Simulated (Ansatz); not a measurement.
CaAlF5:
```cif
data_Al4Ca4F20
_chemical_formula_sum 'Ca4 Al4 F20'
_space_group_name_H-M_alt 'C2/c'
_space_group_IT_number 15
_space_group_name_Hall '-C 2yc'
_cell_length_a 8.72165
_cell_length_b 6.31002
_cell_length_c 7.32514
_cell_angle_alpha 90.000
_cell_angle_beta 114.946
_cell_angle_gamma 90.000
loop_
_atom_site_label
_atom_site_type_symbol
_atom_site_symmetry_multiplicity
_atom_site_Wyckoff_symbol
_atom_site_fract_x
_atom_site_fract_y
_atom_site_fract_z
_atom_site_occupancy
Ca1 Ca 4 e 0.00000 0.54475 0.25000 1
Al1 Al 4 a 0.00000 0.00000 0.00000 1
F1 F 4 e 0.00000 0.05968 0.75000 1
F2 F 8 f 0.01233 0.28368 0.47261 1
F3 F 8 f 0.22192 0.01874 0.11384 1
```
(The calculation used a cell of 14 atoms; values per cell refer to that cell.)

Relaxed with r²SCAN.

Question: Tabulate the valence density and the electron localisation function along the shortest Al–F contact (1.76 Å), DFT-r²SCAN in the program Ansatz with PAW potentials.

Answer: 

```csv
distance from Al (Å),density (e/Å³),ELF
0.18,0.05,0.02
0.26,0.05,0.01
0.35,0.07,0.01
0.44,0.09,0.01
0.53,0.14,0.05
0.62,0.22,0.21
0.70,0.33,0.46
0.79,0.48,0.66
0.88,0.69,0.75
0.97,0.99,0.80
1.06,1.43,0.82
1.14,2.15,0.82
1.23,3.32,0.81
1.32,5.04,0.77
1.41,7.22,0.70
1.50,9.58,0.60
1.58,11.77,0.49
```

The density is the valence pseudo-density with augmentation charge, so density and ELF within about 1 Å of a nucleus are not all-electron values.

The workflow started from an entry of the Crystallography Open Database (COD), which files this formula under 2 space groups. Whether it is the stable phase at ambient conditions was not checked. The r²SCAN relaxation kept the symmetry of its start; whether a distortion lowers the energy is not shown.

Potentials: the later of the program's two PAW sets.
